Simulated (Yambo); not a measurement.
Data:

```
Cs2ScAgCl6
1.0
    0.00000     5.30077     5.30077
    5.30077     0.00000     5.30077
    5.30077     5.30077     0.00000
Cl Sc Ag Cs
6 1 1 2
Direct
  0.76305   0.23695   0.23695
  0.23695   0.76305   0.76305
  0.23695   0.76305   0.23695
  0.76305   0.23695   0.76305
  0.23695   0.23695   0.76305
  0.76305   0.76305   0.23695
  0.00000   0.00000   0.00000
  0.50000   0.50000   0.50000
  0.75000   0.75000   0.75000
  0.25000   0.25000   0.25000
```

Workflow: LDA (Quantum ESPRESSO, PseudoDojo norm-conserving, 86 Ry, without SOC), then G0W0 in Yambo (2×2×2 Γ-centred k mesh, bands 6 to 315 and a 6 Ry block in the screening, 315 bands in G with the Bruneval-Gonze terminator, plasmon pole fitted at 27.2 eV).

Task: Give the LDA and G0W0 gaps between the band edges found on this mesh, and say where the edges lie.

Result: Edges: L → X. LDA: 3.14 eV; G0W0: 6.00 eV. Nearest settings tried, and what they do to the gap: 207 bands in G: +20 meV; 207 bands in W, 207 bands in G: +88 meV; 5 Ry block (387 vectors against 537): -4 meV. Not varied: mesh. So the settings aren't converged at that level. The k mesh is coarse. Spin-orbit splittings are left out.

Geometry of the Materials Project entry, not relaxed at this level.

The structure is a Materials Project entry; no match was found in the copy of COD used, and its stability was not checked.
